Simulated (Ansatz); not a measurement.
Does relaxation matter for the field gradients of WS2 with fluorine replacing S?

Start: a supercell of WS2 (space group P6_3/mmc) built from a structure deposited in the COD (the entry's cell lengths or inner coordinates differ somewhat from later room-temperature determinations), with all atoms left at the host's positions.

```
W F S
1.0
     6.36000    0.00000    0.00000
    -4.77000    8.26188    0.00000
     0.00000    0.00000   12.50000
W F S
12 1 23
Direct
  0.16667 0.22222 0.25000
  0.16667 0.55556 0.25000
  0.16667 0.88889 0.25000
  0.66667 0.22222 0.25000
  0.66667 0.55556 0.25000
  0.66667 0.88889 0.25000
  0.33333 0.11111 0.75000
  0.33333 0.44444 0.75000
  0.33333 0.77778 0.75000
  0.83333 0.11111 0.75000
  0.83333 0.44444 0.75000
  0.83333 0.77778 0.75000
  0.16667 0.22222 0.62500
  0.16667 0.55556 0.62500
  0.16667 0.88889 0.62500
  0.66667 0.22222 0.62500
  0.66667 0.55556 0.62500
  0.66667 0.88889 0.62500
  0.33333 0.11111 0.12500
  0.33333 0.44444 0.12500
  0.33333 0.77778 0.12500
  0.83333 0.11111 0.12500
  0.83333 0.44444 0.12500
  0.83333 0.77778 0.12500
  0.16667 0.22222 0.87500
  0.16667 0.55556 0.87500
  0.16667 0.88889 0.87500
  0.66667 0.22222 0.87500
  0.66667 0.55556 0.87500
  0.66667 0.88889 0.87500
  0.33333 0.11111 0.37500
  0.33333 0.44444 0.37500
  0.33333 0.77778 0.37500
  0.83333 0.11111 0.37500
  0.83333 0.44444 0.37500
  0.83333 0.77778 0.37500
```

Atom numbers follow the list; atoms alike are taken as one site, whose name carries the number of the first.

Level of theory: DFT, PBE, plane waves and PAW, scalar-relativistic, collinear spin, 420 eV cutoff, Γ-centred 4×3×2 k-points, Fermi–Dirac smearing 0.01 eV (Ansatz 0.2.0). Start moments as typed (μB): 1 on each F, none on the rest.

The largest force at the start is 0.82 eV/Å. Relaxing the ions at fixed cell moves them by 0.371 Å at most (atom 13, F) and 0.072 Å rms.

```json
{"site": "W6", "atom": "6", "moved (Å)": "0.011", "first shell before": "6 S at 2.41 Å", "first shell after": "6 S at 2.41–2.42 Å", "V_zz before (10²¹ V/m²)": "-17.80", "η before": "0.01"}
{"site": "W7", "atom": "7", "moved (Å)": "0.116", "first shell before": "5 S at 2.41 Å, 1 F at 2.41 Å", "first shell after": "5 S at 2.37–2.41 Å; also 1 F at 2.72 Å", "V_zz before (10²¹ V/m²)": "-23.4", "η before": "0.83"}
{"site": "W8", "atom": "8", "moved (Å)": "0.044", "first shell before": "1 F at 2.41 Å, 5 S at 2.41 Å", "first shell after": "1 F at 2.17 Å, 5 S at 2.40–2.41 Å", "V_zz before (10²¹ V/m²)": "-26.4", "η before": "0.87"}
{"site": "W10", "atom": "10", "moved (Å)": "0.043", "first shell before": "5 S at 2.41 Å, 1 F at 2.41 Å", "first shell after": "1 F at 2.17 Å, 5 S at 2.40–2.42 Å", "V_zz before (10²¹ V/m²)": "-23.3", "η before": "0.83"}
{"site": "W12", "atom": "12", "moved (Å)": "0.031", "first shell before": "6 S at 2.41 Å", "first shell after": "6 S at 2.40–2.43 Å", "V_zz before (10²¹ V/m²)": "-18.18", "η before": "0.05"}
{"site": "F", "atom": "13", "moved (Å)": "0.371", "first shell before": "3 W at 2.41 Å", "first shell after": "2 W at 2.17 Å, angle 92°", "V_zz before (10²¹ V/m²)": "-2.85", "η before": "0.23"}
{"site": "S16", "atom": "16", "moved (Å)": "0.052", "first shell before": "3 W at 2.41 Å", "first shell after": "3 W at 2.40–2.42 Å", "V_zz before (10²¹ V/m²)": "-3.61", "η before": "0.99"}
{"site": "S25", "atom": "25", "moved (Å)": "0.047", "first shell before": "3 W at 2.41 Å", "first shell after": "3 W at 2.37–2.40 Å", "V_zz before (10²¹ V/m²)": "-3.93", "η before": "0.06"}
{"site": "S28", "atom": "28", "moved (Å)": "0.075", "first shell before": "3 W at 2.41 Å", "first shell after": "3 W at 2.38–2.44 Å", "V_zz before (10²¹ V/m²)": "-5.58", "η before": "0.45"}
{"site": "S29", "atom": "29", "moved (Å)": "0.043", "first shell before": "3 W at 2.41 Å", "first shell after": "3 W at 2.41–2.42 Å", "V_zz before (10²¹ V/m²)": "-5.14", "η before": "0.44"}
```

(1) How do the gradients change?

Answers

(1) 

```tsv
site	atom	V_zz after	η after	change of V_zz
W6	6	-17.53	0.01	+0.27
W7	7	-18.85	0.83	+4.53
W8	8	-22.2	0.85	+4.18
W10	10	-21.5	0.73	+1.75
W12	12	-17.58	0.09	+0.60
F	13	-9.58	0.43	–
S16	16	-3.92	0.74	-0.31
S25	25	-4.86	0.06	-0.93
S28	28	-4.99	0.64	+0.59
S29	29	-5.09	0.23	+0.05
```

The largest change of V_zz along a kept axis is on W7, from -23.4 to -18.85. The whole tensor moves most on F, by 9.92 along its most changed direction. In per cent, |V_zz| changes by -19 to -1 on W, -11 to +24 on S (all sites that start above 2, bar those whose gradient vanishes or changes sign or whose main axis turns by over 40°). Where |V_zz| stays above 0.1 and the axes keep their order, η moves most on S16, from 0.99 to 0.74. On F the largest principal value lies along another axis in the second run, so the two V_zz can't be compared directly. The table leaves out 25 of the 35 sites, with |V_zz| up to 18.49; their tensors move by 2.60 at most along any direction. The statements above cover all sites. The electronic state changes along with the positions (absolute moment from 0.6 to 1.1 μB, a gap opens), so the changes aren't those of geometry alone. The host's own positions weren't relaxed first, so part of the change far from the defect can be the host's relaxation.

The defect repeats with the cell of 36 atoms, so it feels its images: sites between two images don't show the values beside a lone defect, and zeros or small values of η there can come from the images' arrangement. S and W carry a gradient in the pure host already, so the values there aren't the defect's effect alone. Without spin–orbit coupling the gradients at and beside W can be off by some per cent, at some sites by more. The run lost most of its start moments on F; a state with other moments may lie lower.
Before: The defect cell has no gap above 0.1 eV on its mesh, so the values can hang on the smearing and the k-mesh. The neighbours have not yet relaxed around the defect (largest force 0.82 eV/Å), so a real crystal will differ.
